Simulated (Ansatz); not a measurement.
An Ansatz (an electronic-structure program) input:

Ansatz 0.2 input:
```yaml
crystal:
  lattice:
    - [0.0, 2.9513826051, 2.9513826051]
    - [2.9513826051, 0.0, 2.9513826051]
    - [2.9513826051, 2.9513826051, 0.0]
  atoms:
    - { symbol: S, position: [0.0, 0.0, 0.0] }
    - { symbol: Pb, position: [0.5, 0.5, 0.5] }
kpoints:
  mp_grid: { grid: [7, 7, 7] }
basis: { xc_grid: 2 }
hamiltonian:
  xc: pbesol
  pseudopotentials: { kind: paw }
scf:
  occupations: { method: fixed }
output:
  optics: { e_range: [0.0, 15.0], de: 0.05, sigma: 0.1, bands: { spectra_wanted_up_to: 12 eV } }
```

**Question.** How many symmetry operations and irreducible k-points will the run report?

**Answer.** 48 operations, 20 of 343 k-points.

**Question.** With a cutoff of 420 eV, how many plane waves at Γ?

**Answer.** 965.

It took about 40 core-seconds (a rough figure) on shared server cores.

Space group Fm-3m (rock salt). Symmetry was held in the PBEsol relaxation. Spin–orbit coupling is left out wherever it is not named.

Potentials: the later of the program's two PAW sets.

Ansatz is a plane-wave DFT program.
